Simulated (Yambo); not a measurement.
G0W0@PBEsol for CsCdF3 (cubic perovskite, space group Pm-3m, No. 221) in Yambo. Reference settings: 2×2×2 Γ-centred k mesh, bands 9 to 278 and a 7 Ry block in the screening, 278 bands in G with the Bruneval-Gonze terminator, plasmon pole fitted at 27.2 eV. The PBEsol gap R → Γ on this mesh is 3.22 eV; G0W0 gaps are taken between the same points.

The settings were changed. The gap went from 6.18 eV to 6.04 eV, and the shift of the valence edge from -1.63 eV to -1.33 eV.

**Question.** Name the change that produced these shifts.
(A) 184 bands in G, no terminator
(B) no random integration
(C) pole fitted at 40 eV
(D) 184 bands in W, 184 bands in G

**Answer.** B, no random integration. The others gave (gap, valence shift): pole fitted at 40 eV: 6.18, -1.66 eV; 184 bands in W, 184 bands in G: 6.34, -1.61 eV; 184 bands in G, no terminator: 6.00, -1.23 eV.

Spin-orbit coupling is included.

Geometry of the Materials Project entry, not relaxed at this level; primitive cell a = 4.4868 Å, b = 4.4868 Å, c = 4.4868 Å, α = 90.00°, β = 90.00°, γ = 90.00°.

The structure is a Materials Project entry; no match was found in the copy of COD used, and its stability was not checked.

A shift is the quasiparticle energy of the state minus its PBEsol energy.
